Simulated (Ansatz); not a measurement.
Input and output for MgAu: DFT, PBEsol, all-electron LAPW, scalar-relativistic (Ansatz 0.2.0).

The cell is entry 9008804 of the Crystallography Open Database, unrelaxed.

Command: `ansatz run input.yaml --threads 1 --pin off --max-ram 2048MiB --backend cpu --events-out ev --progress --plain --runs-dir out` It took 4.3 s on 1 thread of Intel(R) Xeon(R) 6975P-C (Granite Rapids), with other jobs on the host, peak memory 0.33 GiB.

```yaml
crystal:
  lattice:
    - [3.259, 0.0, 0.0]
    - [0.0, 3.259, 0.0]
    - [0.0, 0.0, 3.259]
  atoms:
    - { symbol: Mg, position: [0.5, 0.5, 0.5] }
    - { symbol: Au, position: [0.0, 0.0, 0.0] }
kpoints:
  mp_grid: { grid: [9, 9, 9] }
scf:
  occupations: { method: fermi_dirac, width: 0.05 }
hamiltonian:
  xc: pbesol
  pseudopotentials: { kind: all_electron, lapw: { basis_error: 0.001 } }
output:
  forces: true
  stress: true
  eigenvalues: true
  populations: true
```

Output:

```
Mg: projections on atomic orbitals take those of the free atom 1s2 2s2 2p6 3s2, of charge +0.00 (hamiltonian.pseudopotentials.projection_atoms)
Au: projections on atomic orbitals take those of the free atom 1s2 2s2 2p6 3s2 3p6 3d10 4s2 4p6 4d10 4f14 5s2 5p6 5d10 6s1, of charge +0.00 (hamiltonian.pseudopotentials.projection_atoms)
LAPW: plane waves up to 7.360 Å⁻¹, error target 1.0e-3 eV per atom; small_component_spin mean_spin; Mg in spheres of 1.261 Å, 10 of its electrons in bands, Dirac shells []; Au in spheres of 1.561 Å, 33 of its electrons in bands, Dirac shells [] (how accurate: hamiltonian.pseudopotentials.lapw.basis_error, Limitations)
Engine: ansatz 0.2.0
Pseudopotentials: kind: all_electron
Pseudopotential: Mg, LAPW, valence charge 10, lapw/all_electron/scalar/gaussian/Mg, Koelling and Harmon's equation, gaussian nucleus
Pseudopotential: Au, LAPW, valence charge 33, lapw/all_electron/scalar/gaussian/Au, Koelling and Harmon's equation, gaussian nucleus
Functional definition: PBEsol
  exchange = pbesol_x
  correlation = pbesol_c
Crystal: 2 atoms, lattice volume = 34.614 Å³
Basis set: ecut = 206.39056992937878 eV, 251 PW (Γ), exchange–correlation at level 2
Bands: 26, of which v1, the nominal top of the filled ones, is band 22 counted from 1 (21 counted from 0)
Symmetry: 48 space group operations
Space group: Pm-3m (ITA 221), of the structure as read, at distance tolerance 3.3e-5 Å
k-points: 35 of 729
Non-local potential: Mg, projectors of the file, none
Non-local potential: Au, projectors of the file, none
Initial density: superposition of atomic densities (chi_scale 0.1, normalization cell, long waves kept (reshape's long-wave potential 0.00 eV rms))
Initial wavefunctions: plane waves of lowest kinetic energy (no species holds an atomic orbital)
Functional: x = pbesol(κ = 0.804, μ = 0.12345679012345678), c = pbesol(β = 0.046)
iter 1 solved again at ethr=2.29e-4 eV; its pass at ethr=1.00e-1 eV (dr2=9.83e-2 eV) is discarded
SCF iter   1: F=—  HF=-522524.128374 eV  |F-HF|=—  |Δ(HF+E_count)|=         —  Δρ=1.99e-2  dr2=9.88e-2  ethr=2.29e-4  ⟨swp⟩=2.9  Hψ=5978  notcnv=0
preconditioner: auto → Resta (q_TF=auto, 2.829 Å⁻¹)  ε∞=5.9  [insulator: Δε(μ)=0.196 eV  Ē_g=10.247 eV  σ=0.050 eV  W_gap=0.66  n_scr=18 (ndim 8)  ℏωp=22.8 eV  f_vac=0.000  D(μ)=0.56/eV (n_scr^D=0)  ε∞_Penn≈5.9]
SCF iter   2: F=—  HF=-522523.741769 eV  |F-HF|=—  |Δ(HF+E_count)|=   3.87e-1  Δρ=1.31e-2  dr2=1.17e-1  ethr=2.29e-4  ⟨swp⟩=3.0  Hψ=3059  notcnv=0
SCF iter   3: F=—  HF=-522523.524110 eV  |F-HF|=—  |Δ(HF+E_count)|=   2.18e-1  Δρ=7.18e-3  dr2=2.84e-2  ethr=2.29e-4  ⟨swp⟩=2.0  Hψ=2766  notcnv=0
SCF iter   4: F=—  HF=-522523.517054 eV  |F-HF|=—  |Δ(HF+E_count)|=         —  Δρ=3.44e-3  dr2=7.49e-3  ethr=6.61e-5  ⟨swp⟩=2.0  Hψ=2610  notcnv=0
the basis was enlarged: its passes take 263.0 KiB over the memory plan, 1 of 1 planned eigensolver slots
SCF iter   5: F=—  HF=-522523.515157 eV  |F-HF|=—  |Δ(HF+E_count)|=   1.90e-3  Δρ=1.10e-3  dr2=7.77e-4  ethr=1.74e-5  ⟨swp⟩=2.0  Hψ=2610  notcnv=0
iter 6 solved again at ethr=3.17e-8 eV; its pass at ethr=1.81e-6 eV (dr2=1.36e-5 eV) is discarded
SCF iter   6: F=—  HF=-522523.514954 eV  |F-HF|=—  |Δ(HF+E_count)|=   2.03e-4  Δρ=1.65e-4  dr2=1.36e-5  ethr=3.17e-8  ⟨swp⟩=2.0  Hψ=4486  notcnv=0
SCF iter   7: F=—  HF=-522523.514949 eV  |F-HF|=—  |Δ(HF+E_count)|=   5.26e-6  Δρ=8.43e-5  dr2=3.05e-6  ethr=3.16e-8  ⟨swp⟩=2.0  Hψ=2610  notcnv=0
SCF iter   8: F=—  HF=-522523.514948 eV  |F-HF|=—  |Δ(HF+E_count)|=   9.42e-7  Δρ=3.73e-5  dr2=5.83e-7  ethr=7.09e-9  ⟨swp⟩=2.0  Hψ=2610  notcnv=0
SCF iter   9: F=-522523.514948 eV  HF=-522523.514948 eV  |F-HF|=3.04e-8  |Δ(HF+E_count)|=   8.60e-8  Δρ=6.26e-6  dr2=1.33e-8  ethr=1.36e-9  ⟨swp⟩=2.0  Hψ=2610  notcnv=0
SCF 1 converged in 9 iterations: F = -522523.514948 eV  dr2 = 1.33e-8
SCF converged after 9 iterations
Free energy (F): -522523.514948 eV
Harris-Foulkes:  -522523.514948 eV  (|F-HF|=3.04e-8)
Internal energy: -522523.510614 eV  (E = F + TS)
E sigma→0 (E₀):  -522523.512781 eV
Entropy (-TS):   -0.004334 eV (-2.167 meV/atom)
Fermi energy:    16.375619 eV
--- Per-component energies (eV) ---
  E_band       = -1430.314770
  E_kinetic    = 594750.629031
  E_xc         = -10207.628926
  E_electrostatic = -1107066.510719  (all electrons and nuclei)
  E_smearing   = -0.004334  (= −TS)
  E_closure    = -0.000000  (closes the sum)
  E_atoms      = -522516.686356  (free atoms, spherical and without spin; not in F)
  Σ components = -522523.514948   (vs F -522523.514948, Δ=0.00e0)
  Basis errors (estimates in eV, not in F): energy 2.8e-4 per atom: plane waves 2.3e-4 (1.2e-4 summed), levels above the bands 8.3e-56, relativity 5.2e-9, radial functions 4.2e-5, core shells 5.6e-7; eigenvalues (radial functions only) 2.5e-6; not estimated: angular momenta, meshes, grids; target (lapw.basis_error) 1.0e-3; muffin-tin radii Mg 1.261 Å, Au 1.561 Å
--- Forces (eV/Å), atoms counted from 1 ---
  atom   1  Mg     0.00000000    -0.00000000     0.00000000
  atom   2  Au     0.00000000     0.00000000     0.00000000
  max |Σ_I F_I| component: 6.57e-32 eV/Å
--- Stress (GPa, compression-positive) ---
       -0.092499       0.000000       0.000000
        0.000000      -0.092499       0.000000
        0.000000       0.000000      -0.092499
  P = ⅓ Tr σ = -0.0925 GPa (-0.925 kbar)
--- Band table (eV; the first three rows and the last of 35) ---
  k-point 0: bands = ["-89.8547", "-62.9384", "-62.9317", "-62.9317", "-62.9317", "-62.9264", "-62.9264", "-62.9264", "-59.0529", "-41.2163", "-41.2163", "-41.2163", "-25.9972", "-25.9972", "-25.9972", "7.1383", "10.4851", "10.4851", "12.2705", "12.2705", "12.2705", "21.7007", "21.7007", "21.7007", "25.2163", "25.2163"]
  k-point 1: bands = ["-89.8546", "-62.9384", "-62.9317", "-62.9317", "-62.9317", "-62.9264", "-62.9264", "-62.9264", "-59.0528", "-41.2193", "-41.2161", "-41.2161", "-25.9990", "-25.9971", "-25.9971", "7.3361", "10.5172", "10.5791", "12.1785", "12.1785", "12.2809", "20.2151", "21.9698", "21.9698", "25.0398", "25.8298"]
  k-point 2: bands = ["-89.8545", "-62.9384", "-62.9317", "-62.9317", "-62.9317", "-62.9264", "-62.9264", "-62.9264", "-59.0526", "-41.2268", "-41.2155", "-41.2155", "-26.0035", "-25.9969", "-25.9969", "7.8946", "10.6002", "10.8468", "11.9586", "11.9586", "12.3073", "17.8919", "22.7044", "22.7044", "24.6009", "26.2633"]
  k-point 34: bands = ["-89.8532", "-62.9384", "-62.9316", "-62.9316", "-62.9316", "-62.9264", "-62.9264", "-62.9264", "-59.0507", "-41.2370", "-41.2370", "-41.2370", "-26.0090", "-26.0090", "-26.0090", "10.3950", "10.4525", "10.4525", "12.9161", "12.9161", "16.6135", "18.3295", "18.3295", "19.9124", "21.2048", "22.5829"]
--- Löwdin populations: 2 sites ---
  site symbol       q [e]
     0     Mg     11.1095
     1     Au     79.3137
  spilling = 0.006338 (of n_electrons = 91.000000)
```

populations.tsv:

```
# site	symbol	l	j	q
# orbitals = lowdin
# n_electrons = 91.000000
# spilling = 0.006338
# projection_atom_Mg: 1s2 2s2 2p6 3s2
# projection_atom_Au: 1s2 2s2 2p6 3s2 3p6 3d10 4s2 4p6 4d10 4f14 5s2 5p6 5d10 6s1
0	Mg	0_1S	-	1.999955
0	Mg	0_2S	-	1.995793
0	Mg	0_3S	-	1.113963
0	Mg	1_2P	-	5.999797
1	Au	0_1S	-	2.000000
1	Au	0_2S	-	1.999995
1	Au	0_3S	-	1.999945
1	Au	0_4S	-	1.999463
1	Au	0_5S	-	1.992792
1	Au	0_6S	-	1.501748
1	Au	1_2P	-	6.000000
1	Au	1_3P	-	5.999999
1	Au	1_4P	-	5.999982
1	Au	1_5P	-	5.998244
1	Au	2_3D	-	10.000000
1	Au	2_4D	-	9.999995
1	Au	2_5D	-	9.821555
1	Au	3_4F	-	13.999994
```

Next run (one bond, the shortest of the undistorted cell, set to 3.105 Å), as changes to the input before:

```diff
   atoms:
-    - { symbol: Mg, position: [0.5, 0.5, 0.5] }
-    - { symbol: Au, position: [0.0, 0.0, 0.0] }
+    - { symbol: Mg, position: [0.525, 0.525, 0.525] }
+    - { symbol: Au, position: [-0.025, -0.025, -0.025] }
 kpoints:
```

Command: `ansatz run input.yaml --threads 1 --pin off --max-ram 2048MiB --backend cpu --events-out ev --progress --plain --runs-dir out` It took 24 s on 1 thread of Intel(R) Xeon(R) 6975P-C (Granite Rapids) (shared host), peak memory 0.42 GiB.

Results part of the output:

```
SCF 1 converged in 9 iterations: F = -522523.369070 eV  dr2 = 2.35e-9
SCF converged after 9 iterations
Free energy (F): -522523.369070 eV
Harris-Foulkes:  -522523.369070 eV  (|F-HF|=3.26e-9)
Internal energy: -522523.364668 eV  (E = F + TS)
E sigma→0 (E₀):  -522523.366869 eV
Entropy (-TS):   -0.004402 eV (-2.201 meV/atom)
Fermi energy:    16.377182 eV
--- Per-component energies (eV) ---
  E_band       = -4501.345642
  E_kinetic    = 594752.314382
  E_xc         = -10207.865653
  E_electrostatic = -1107067.813397  (all electrons and nuclei)
  E_smearing   = -0.004402  (= −TS)
  E_closure    = 0.000000  (closes the sum)
  E_atoms      = -522516.686356  (free atoms, spherical and without spin; not in F)
  Σ components = -522523.369070   (vs F -522523.369070, Δ=0.00e0)
  Basis errors (estimates in eV, not in F): energy 3.6e-4 per atom: plane waves 3.2e-4 (1.8e-4 summed), levels above the bands 7.8e-64, relativity 1.1e-8, radial functions 4.0e-5, core shells 3.8e-8; eigenvalues (radial functions only) 1.0e-6; not estimated: angular momenta, meshes, grids; target (lapw.basis_error) 1.0e-3; muffin-tin radii Mg 1.142 Å, Au 1.398 Å
--- Forces (eV/Å), atoms counted from 1 ---
  atom   1  Mg    -0.65018368    -0.65018368    -0.65018368
  atom   2  Au     0.65018989     0.65018989     0.65018989
  max |Σ_I F_I| component: 6.21e-6 eV/Å
--- Stress (GPa, compression-positive) ---
        2.486178       1.751087       1.751087
        1.751087       2.486178       1.751087
        1.751087       1.751087       2.486178
  P = ⅓ Tr σ = 2.4862 GPa (24.862 kbar)
--- Band table (eV; the first three rows and the last of 85) ---
  k-point 0: bands = ["-307.0055", "-307.0018", "-307.0018", "-306.9934", "-306.9934", "-89.8892", "-62.9687", "-62.9636", "-62.9636", "-62.9576", "-62.9569", "-62.9569", "-62.9548", "-59.0253", "-41.2669", "-41.2484", "-41.2484", "-25.9763", "-25.9680", "-25.9680", "7.1350", "10.4251", "10.4251", "12.1649", "12.2395", "12.2395", "21.6584", "21.6584", "21.8091", "25.3426", "25.3426", "26.3469"]
  k-point 1: bands = ["-307.0055", "-307.0018", "-307.0018", "-306.9934", "-306.9934", "-89.8891", "-62.9687", "-62.9636", "-62.9635", "-62.9576", "-62.9569", "-62.9569", "-62.9548", "-59.0252", "-41.2678", "-41.2501", "-41.2481", "-25.9769", "-25.9691", "-25.9679", "7.3325", "10.4560", "10.5202", "12.0910", "12.1464", "12.2333", "20.1956", "21.9316", "22.0840", "25.1671", "25.8156", "27.6499"]
  k-point 2: bands = ["-307.0055", "-307.0018", "-307.0018", "-306.9934", "-306.9934", "-89.8890", "-62.9687", "-62.9636", "-62.9635", "-62.9576", "-62.9569", "-62.9569", "-62.9548", "-59.0250", "-41.2716", "-41.2534", "-41.2475", "-25.9795", "-25.9708", "-25.9677", "7.8886", "10.5358", "10.7925", "11.8834", "11.9241", "12.2512", "17.8881", "22.6769", "22.8012", "24.7325", "26.1743", "30.4711"]
  k-point 84: bands = ["-307.0055", "-307.0018", "-307.0018", "-306.9934", "-306.9934", "-89.8877", "-62.9688", "-62.9635", "-62.9635", "-62.9575", "-62.9569", "-62.9569", "-62.9548", "-59.0231", "-41.2877", "-41.2691", "-41.2691", "-25.9882", "-25.9798", "-25.9798", "10.3637", "10.4063", "10.4270", "12.8634", "12.8643", "16.5515", "18.3045", "18.3128", "19.8753", "20.9074", "22.6046", "22.9580"]
--- Löwdin populations: 2 sites ---
  site symbol       q [e]
     0     Mg     11.1108
     1     Au     79.3182
  spilling = 0.006275 (of n_electrons = 91.000000)
```

Next run (one bond, the shortest of the undistorted cell, set to 2.314 Å), as changes to the input before:

```diff
   atoms:
-    - { symbol: Mg, position: [0.525, 0.525, 0.525] }
-    - { symbol: Au, position: [-0.025, -0.025, -0.025] }
+    - { symbol: Mg, position: [0.455, 0.455, 0.455] }
+    - { symbol: Au, position: [0.045, 0.045, 0.045] }
 kpoints:
```

Results part of the output:

```
SCF 1 converged in 10 iterations: F = -522522.939237 eV  dr2 = 9.84e-9
SCF converged after 10 iterations
Free energy (F): -522522.939237 eV
Harris-Foulkes:  -522522.939237 eV  (|F-HF|=2.62e-9)
Internal energy: -522522.934721 eV  (E = F + TS)
E sigma→0 (E₀):  -522522.936979 eV
Entropy (-TS):   -0.004517 eV (-2.258 meV/atom)
Fermi energy:    16.371687 eV
--- Per-component energies (eV) ---
  E_band       = -4504.525626
  E_kinetic    = 594756.331502
  E_xc         = -10208.437222
  E_electrostatic = -1107070.829001  (all electrons and nuclei)
  E_smearing   = -0.004517  (= −TS)
  E_closure    = 0.000000  (closes the sum)
  E_atoms      = -522516.686356  (free atoms, spherical and without spin; not in F)
  Σ components = -522522.939237   (vs F -522522.939237, Δ=0.00e0)
  Basis errors (estimates in eV, not in F): energy 4.1e-4 per atom: plane waves 3.7e-4 (2.1e-4 summed), levels above the bands 3.2e-67, relativity 9.3e-8, radial functions 3.8e-5, core shells 7.9e-7; eigenvalues (radial functions only) 7.5e-7; not estimated: angular momenta, meshes, grids; target (lapw.basis_error) 1.0e-3; muffin-tin radii Mg 1.044 Å, Au 1.270 Å
--- Forces (eV/Å), atoms counted from 1 ---
  atom   1  Mg     1.67231660     1.67231660     1.67231660
  atom   2  Au    -1.67231154    -1.67231154    -1.67231154
  max |Σ_I F_I| component: 5.07e-6 eV/Å
--- Stress (GPa, compression-positive) ---
        9.022275       6.713177       6.713177
        6.713177       9.022275       6.713177
        6.713177       6.713177       9.022275
  P = ⅓ Tr σ = 9.0223 GPa (90.223 kbar)
--- Band table (eV; the first three rows and the last of 85) ---
  k-point 0: bands = ["-307.0746", "-307.0677", "-307.0677", "-307.0528", "-307.0528", "-89.9671", "-63.0381", "-63.0334", "-63.0334", "-63.0233", "-63.0233", "-63.0139", "-63.0130", "-58.9911", "-41.3871", "-41.3206", "-41.3206", "-25.9640", "-25.9269", "-25.9269", "7.1346", "10.2856", "10.2856", "11.9370", "12.1603", "12.1603", "21.5795", "21.5795", "22.0734", "25.5959", "25.5959", "26.0028"]
  k-point 1: bands = ["-307.0746", "-307.0677", "-307.0677", "-307.0528", "-307.0528", "-89.9671", "-63.0381", "-63.0334", "-63.0334", "-63.0233", "-63.0233", "-63.0139", "-63.0130", "-58.9910", "-41.3880", "-41.3225", "-41.3204", "-25.9646", "-25.9281", "-25.9268", "7.3314", "10.3140", "10.3834", "11.8777", "12.0656", "12.1439", "20.1660", "21.8605", "22.3466", "25.4217", "25.7373", "27.5443"]
  k-point 2: bands = ["-307.0746", "-307.0677", "-307.0677", "-307.0528", "-307.0528", "-89.9669", "-63.0381", "-63.0334", "-63.0334", "-63.0233", "-63.0233", "-63.0139", "-63.0130", "-58.9908", "-41.3905", "-41.3270", "-41.3198", "-25.9662", "-25.9307", "-25.9265", "7.8826", "10.3873", "10.6665", "11.7040", "11.8395", "12.1387", "17.8845", "22.6269", "23.0306", "24.9924", "25.9928", "30.3126"]
  k-point 84: bands = ["-307.0746", "-307.0677", "-307.0677", "-307.0528", "-307.0528", "-89.9656", "-63.0381", "-63.0333", "-63.0333", "-63.0234", "-63.0234", "-63.0139", "-63.0130", "-58.9888", "-41.4084", "-41.3417", "-41.3417", "-25.9758", "-25.9386", "-25.9386", "10.2760", "10.3289", "10.3658", "12.7382", "12.7402", "16.4392", "18.2506", "18.2888", "19.7907", "20.6203", "22.6510", "23.2202"]
--- Löwdin populations: 2 sites ---
  site symbol       q [e]
     0     Mg     11.1126
     1     Au     79.3290
  spilling = 0.006136 (of n_electrons = 91.000000)
```

Next run (one bond, the shortest of the undistorted cell, set to 1.806 Å), as changes to the input before:

```diff
   atoms:
-    - { symbol: Mg, position: [0.455, 0.455, 0.455] }
-    - { symbol: Au, position: [0.045, 0.045, 0.045] }
+    - { symbol: Mg, position: [0.41, 0.41, 0.41] }
+    - { symbol: Au, position: [0.09, 0.09, 0.09] }
 kpoints:
```

Command: `ansatz run input.yaml --threads 1 --pin off --max-ram 2048MiB --backend cpu --events-out ev --progress --plain --runs-dir out` It took 69 s on 1 thread of Intel(R) Xeon(R) 6975P-C (Granite Rapids), on a shared host, peak memory 0.64 GiB.

Results part of the output:

```
SCF 1 converged in 10 iterations: F = -522518.579316 eV  dr2 = 9.64e-9
SCF converged after 10 iterations
Free energy (F): -522518.579316 eV
Harris-Foulkes:  -522518.579316 eV  (|F-HF|=1.46e-9)
Internal energy: -522518.575430 eV  (E = F + TS)
E sigma→0 (E₀):  -522518.577373 eV
Entropy (-TS):   -0.003887 eV (-1.943 meV/atom)
Fermi energy:    16.311010 eV
--- Per-component energies (eV) ---
  E_band       = -9107.079588
  E_kinetic    = 594781.603944
  E_xc         = -10211.889921
  E_electrostatic = -1107088.289452  (all electrons and nuclei)
  E_smearing   = -0.003887  (= −TS)
  E_closure    = -0.000000  (closes the sum)
  E_atoms      = -522516.686356  (free atoms, spherical and without spin; not in F)
  Σ components = -522518.579316   (vs F -522518.579316, Δ=0.00e0)
  Basis errors (estimates in eV, not in F): energy 5.7e-4 per atom: plane waves 5.0e-4 (3.0e-4 summed), levels above the bands 8.9e-126, relativity 7.8e-8, radial functions 7.1e-5, core shells 5.4e-8; eigenvalues (radial functions only) 7.4e-7; not estimated: angular momenta, meshes, grids; target (lapw.basis_error) 1.0e-3; muffin-tin radii Mg 0.805 Å, Au 1.001 Å
--- Forces (eV/Å), atoms counted from 1 ---
  atom   1  Mg    10.88550485    10.88550485    10.88550485
  atom   2  Au   -10.88548735   -10.88548735   -10.88548735
  max |Σ_I F_I| component: 1.75e-5 eV/Å
--- Stress (GPa, compression-positive) ---
       54.203303      48.406322      48.406322
       48.406322      54.203303      48.406322
       48.406322      48.406322      54.203303
  P = ⅓ Tr σ = 54.2033 GPa (542.033 kbar)
--- Band table (eV; the first three rows and the last of 85) ---
  k-point 0: bands = ["-710.2800", "-527.2022", "-527.1380", "-527.1380", "-307.3511", "-307.3493", "-307.3493", "-307.2927", "-307.2927", "-90.3660", "-63.3369", "-63.3277", "-63.3277", "-63.3058", "-63.3058", "-63.2527", "-63.2527", "-59.4678", "-42.1317", "-41.6849", "-41.6849", "-26.6027", "-26.2744", "-26.2744", "7.2338", "9.5758", "9.5758", "11.3221", "11.6623", "11.6623", "21.4079", "21.4079", "23.3530", "25.1895", "26.1971", "26.1971", "32.5457"]
  k-point 1: bands = ["-710.2800", "-527.2022", "-527.1380", "-527.1380", "-307.3511", "-307.3493", "-307.3493", "-307.2927", "-307.2927", "-90.3660", "-63.3369", "-63.3277", "-63.3277", "-63.3058", "-63.3058", "-63.2527", "-63.2527", "-59.4678", "-42.1326", "-41.6870", "-41.6847", "-26.6032", "-26.2751", "-26.2742", "7.4285", "9.5943", "9.6834", "11.2820", "11.5701", "11.6494", "20.1367", "21.7003", "23.5520", "25.1853", "26.0313", "27.7395", "32.0647"]
  k-point 2: bands = ["-710.2800", "-527.2022", "-527.1380", "-527.1380", "-307.3511", "-307.3493", "-307.3493", "-307.2927", "-307.2927", "-90.3658", "-63.3369", "-63.3277", "-63.3277", "-63.3058", "-63.3058", "-63.2527", "-63.2527", "-59.4677", "-42.1348", "-41.6924", "-41.6841", "-26.6042", "-26.2771", "-26.2737", "7.9572", "9.6409", "10.0172", "11.1665", "11.3510", "11.6400", "17.9024", "22.5006", "24.1294", "25.3969", "25.6201", "30.3137", "31.1518"]
  k-point 84: bands = ["-710.2800", "-527.2022", "-527.1380", "-527.1380", "-307.3511", "-307.3493", "-307.3493", "-307.2927", "-307.2927", "-90.3644", "-63.3369", "-63.3277", "-63.3277", "-63.3058", "-63.3058", "-63.2528", "-63.2527", "-59.4665", "-42.1546", "-41.7082", "-41.7082", "-26.6082", "-26.2820", "-26.2820", "9.9589", "9.9958", "10.1394", "12.0228", "12.0299", "16.3089", "18.0492", "18.3398", "19.5004", "20.6042", "22.7632", "23.4097", "24.2253"]
--- Löwdin populations: 2 sites ---
  site symbol       q [e]
     0     Mg     11.1265
     1     Au     79.3509
  spilling = 0.005743 (of n_electrons = 91.000000)
```

Spin–orbit coupling is left out, which matters for the heavy atoms.
